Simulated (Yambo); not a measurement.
Yambo input for BeO (wurtzite, space group P6_3mc, No. 186) (a = b = 2.6909 Å, c = 4.3692 Å, α = β = 90.00°, γ = 120.00°), on norm-conserving PBEsol (Quantum ESPRESSO, 88 Ry, no spin-orbit coupling) wavefunctions on a 21×21×12 mesh:

```
optics
chi
dipoles
kernel
FFTGvecs= 40 Ry
Chimod= "HARTREE"
NGsBlkXd= 4 Ry
% QpntsRXd
 1 | 1 |
%
% BndsRnXd
 3 | 25 |
%
GrFnTpXd= "R"
% EnRngeXd
 0.0 | 20.0 | eV
%
% DmRngeXd
 0.2 | 0.2 | eV
%
CGrdSpXd= 50
ETStpsXd= 161
% LongDrXd
 1.0 | 0.0 | 0.0 |
%
```

First lines of the file o-*.eps_q1_inv_rpa_dyson:

```
Absorption @ Q(1):   1.00000000     0.00000000     0.00000000    [q->0 direction]
#
# [ X ] Hartree size     :   35
# [GEN] GF Energies     : Perdew, Burke & Ernzerhof SOL(X)+Perdew, Burke & Ernzerhof SOL(C)
# [GEN] Green`s Function     : Retarded
#
# [GEN] Gauge     : Length
# [GEN] [r,Vnl] included     : yes
#
#    E[1] [eV]     Im(eps)     Re(eps)     Im(eps_o)     Re(eps_o)
#
     0.000000     -0.13456E-14     2.996227     0.37016E-19     3.114928
     0.125000     0.555759E-3     2.996400     0.593861E-3     3.115114
     0.250000     0.001112     2.996921     0.001189     3.115670
     0.375000     0.001670     2.997789     0.001785     3.116598
     0.500000     0.002231     2.999007     0.002383     3.117899
     0.625000     0.002794     3.000575     0.002985     3.119575
     0.750000     0.003361     3.002496     0.003591     3.121627
     0.875000     0.003933     3.004773     0.004202     3.124059
     1.000000     0.004510     3.007408     0.004818     3.126874
     1.125000     0.005094     3.010405     0.005442     3.130077
     1.250000     0.005685     3.013769     0.006072     3.133670
     1.375000     0.006284     3.017504     0.006711     3.137659
     1.500000     0.006892     3.021616     0.007360     3.142051
     1.625000     0.007510     3.026111     0.008019     3.146850
     1.750000     0.008139     3.030994     0.008690     3.152065
     1.875000     0.008780     3.036274     0.009373     3.157702
     2.000000     0.009435     3.041958     0.010070     3.163769
     2.125000     0.010104     3.048055     0.010783     3.170277
     2.250000     0.010788     3.054574     0.011511     3.177233
     2.375000     0.011490     3.061526     0.012258     3.184651
     2.500000     0.012211     3.068921     0.013024     3.192539
     2.625000     0.012951     3.076772     0.013811     3.200913
     2.750000     0.013713     3.085092     0.014620     3.209784
     2.875000     0.014499     3.093894     0.015454     3.219167
     3.000000     0.015310     3.103194     0.016315     3.229079
     3.125000     0.016149     3.113008     0.017204     3.239536
     3.250000     0.017018     3.123354     0.018124     3.250557
     3.375000     0.017919     3.134252     0.019077     3.262162
     3.500000     0.018854     3.145723     0.020067     3.274372
     3.625000     0.019828     3.157788     0.021095     3.287211
     3.750000     0.020843     3.170472     0.022166     3.300705
     3.875000     0.021903     3.183803     0.023284     3.314880
     4.000000     0.023011     3.197809     0.024451     3.329766
```
(The file goes on to the top of the energy range.) Convergence of the RPA response with its 21×21×12 mesh was not tested.

Geometry relaxed with PBEsol.
